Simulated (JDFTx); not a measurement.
TiB2(1 0 -1 0) slab cut from bulk TiB2 (space group P6/mmm, indices of the conventional cell, lattice of the Materials Project entry mp-1145, not re-optimised): 11 atoms in 11 planes, a 1x1 cell of 9.77 Å² (|a| = 3.026, |b| = 3.229 Å), 8.3 Å between the outermost planes, B outermost, slab composition Ti3B8, cell height 24.7 Å, 8×6×1 k mesh, Fermi smearing 0.01 Ha, no spin polarisation. Whether this polymorph is the ambient one wasn't checked. Neither spin polarisation nor a larger cell was tried.

Level of theory: PBE, GBRV ultrasoft potentials, plane waves to 20/100 Ha; code: JDFTx (a modified build). Liquid: CANDLE, water, 1 M NaF. Between zero charge and 0.30 V from it the run gives σ = 3.6 μC/cm², a mean capacitance of 11.7 μF/cm². The liquid has ε = 78.4, a 1:1 salt at 1 M with linear (Debye) response, and T = 298 K.

Worked example: the Debye length, the diffuse-layer capacitance, and the inner capacitance that is left when the two stand in series.

Each ion has density c = 1 × 6.022×10⁻⁴ = 6.022e-04 Å⁻³. λ² = ε kT / (8π (e²/4πε₀) c) with kT = 0.02568 eV and e²/4πε₀ = 14.40 eV Å gives λ = 3.04 Å; the log prints 3.04 Å. C_diffuse = ε₀ε/λ = 228 μF/cm². Then 1/C_inner = 1/11.7 − 1/228, so C_inner = 12.4 μF/cm², which equals a vacuum gap of ε₀/C_inner = 0.72 Å. The diffuse layer takes 5 % of the potential drop; the rest lies between the electrode's charge and the onset of the dielectric, with the electrode's own (quantum) capacitance in it. The split is a model: in the calculation solvent and ions share one smooth cavity.
